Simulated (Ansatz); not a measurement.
PbTe (rock salt) is sheared across one {100} plane: the third cell vector gains the shift, so faults repeat every 9.9 Å. The cut lies between planes 3.28 Å apart; the cell height is held.

```yaml
crystal:
  lattice:
    - [4.64500, 0.00000, 0.00000]
    - [0.00000, 4.64500, 0.00000]
    - [2.32250, 2.32250, 9.85352]
  atoms:
    - { symbol: Te, position: [0.00000, 0.00000, 0.83333] }
    - { symbol: Te, position: [0.33333, 0.33333, 0.16667] }
    - { symbol: Te, position: [0.66667, 0.66667, 0.50000] }
    - { symbol: Pb, position: [0.50000, 0.50000, 0.83333] }
    - { symbol: Pb, position: [0.83333, 0.83333, 0.16667] }
    - { symbol: Pb, position: [0.16667, 0.16667, 0.50000] }
```

In-plane vectors a = (4.645, 0.000) Å, b = (0.000, 4.645) Å, area 21.58 Å². The shift is s times the vector a + b (length 6.569 Å), so s = 1 restores the start. Atoms relax along the normal only. γ = [E(shift) − E(0)] / area.

Level of theory: PBE (plane waves to 420 eV, PAW, scalar-relativistic; Ansatz, an electronic-structure program). k mesh 6×6×6 (Γ-centred), Fermi-Dirac smearing 0.05 eV. Energies are extrapolated to zero smearing. As the smearing reaches across the gap at some points, the k mesh leaves noise in γ, roughly 0.02 J/m² as judged from a few cases. Faults lie only 9.9 Å apart, and holding the cell height raises γ above its relaxed value. PbTe was relaxed with its symmetry unable to fall. Spin-orbit coupling is left out, though Pb and Te are heavy. The zero of γ is zero shift. The last digit holds for this mesh only.

```
s      γ (J/m²)
-----  --------
0.000      0.00
0.083      0.04
0.167      0.17
0.250      0.32
0.333  withheld
0.417      0.51
0.500      0.52
0.583      0.51
0.667  withheld
0.750      0.32
0.833      0.17
0.917      0.04
```

Fit a Fourier form (three harmonics of 1 − cos and sin) to the given rows and predict γ at s = 0.333.

Least squares on the 10 given rows: γ = (0.268)·[1 − cos(2πs)] + (0.030)·[1 − cos(4πs)] + (-0.007)·[1 − cos(6πs)], in J/m²; root-mean-square residual 0.003 J/m². At 0.333 the fit gives 0.45 J/m²; the calculation gives 0.45 J/m², the same to the digits shown. 

(The slope of γ gives the shear force per area between the displaced halves; near zero shift its curvature is an elastic stiffness.)
